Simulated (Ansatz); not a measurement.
Data:

Sn:
```
Sn
1.0
    3.31404     0.00000     0.00000
   -1.65702     2.87004     0.00000
    0.00000     0.00000     5.67616
Sn
2
Direct
  0.33333   0.66667   0.25000
  0.66667   0.33333   0.75000
```

This is the r²SCAN-relaxed structure. x, y and z are the axes in which the lattice vectors are written.

Problem. All from plane-wave PAW r²SCAN (Ansatz code), unless another level is named. Predict the Poisson's ratio.

Solution. 0.40.

Problem. Next, the elastic constants (relaxed ions, GPa)?

Solution. C11 = 75.6, C12 = 52.3, C13 = 36.8, C33 = 66.7, C44 = 8.9.

Space group P6_3/mmc (hcp (Mg type)). The cell is a constructed one: a structure type filled with these elements; neither database checked (COD, Materials Project) lists it. It is not the phase usual at ambient conditions (space group No. 141). The cell keeps a stress of up to 0.2 GPa. The cell was relaxed with r²SCAN under the symmetry of its start; of distortions, only those at the zone centre were tested, and some modes there are weakly imaginary. As this level gives no gap, shear constants depend on the k-mesh and smearing (Fermi–Dirac, 0.1 eV here). On the denser mesh and wider smearing of the elastic run this cell carries a stress of 0.6 GPa. Spin–orbit coupling is left out wherever it is not named.

Potentials: the later of the program's two PAW sets.
